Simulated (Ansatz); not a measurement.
Input and command of a plane-wave DFT calculation in Ansatz:

```yaml
crystal:
  lattice:
    - [3.7176131127, 0.0, 0.0]
    - [-1.8588065564, 3.2195473971, 0.0]
    - [0.0, 0.0, 21.7740230164]
  atoms:
    - { symbol: Rb, position: [0.3333333333, 0.6666666667, 0.6033273138] }
    - { symbol: Rb, position: [0.6666666667, 0.3333333333, 0.1033273138] }
    - { symbol: Rb, position: [0.3333333333, 0.6666666667, 0.8966726862] }
    - { symbol: Rb, position: [0.6666666667, 0.3333333333, 0.3966726862] }
    - { symbol: Ti, position: [0.3333333333, 0.6666666667, 0.25] }
    - { symbol: Ti, position: [0.6666666667, 0.3333333333, 0.75] }
basis:
  ecutwfc: 420
kpoints:
  mp_grid: { grid: [12, 12, 2] }
hamiltonian:
  xc: pbe
scf:
  occupations: { method: gaussian, width: 0.1 }
output:
  forces: true
  stress: true
  eigenvalues: true
relax:
  adjacent_minimum: "off"
  f_tol: 0.01
  max_steps: 80
  cell: { stress_tol: 0.05 }
```

```bash
ansatz run input.yaml --threads 1 --pin off --max-ram 2560MiB --backend cpu --events-out ev --progress --plain --runs-dir out
```

Processor: Arm Neoverse V1, 1 thread, on a host shared with other jobs.

**Question.** How long does it run, and how much memory does it take?

**Answer.** About 89 s on 1 thread of Arm Neoverse V1, on a shared host, peak memory 0.6 GiB. It solves 36 bands at 38 k points (the mesh reduced by the symmetry that the task leaves, which can be less than the crystal's) with about 5137 plane waves (on the last cell), in 30 SCF iterations over 4 ionic steps.
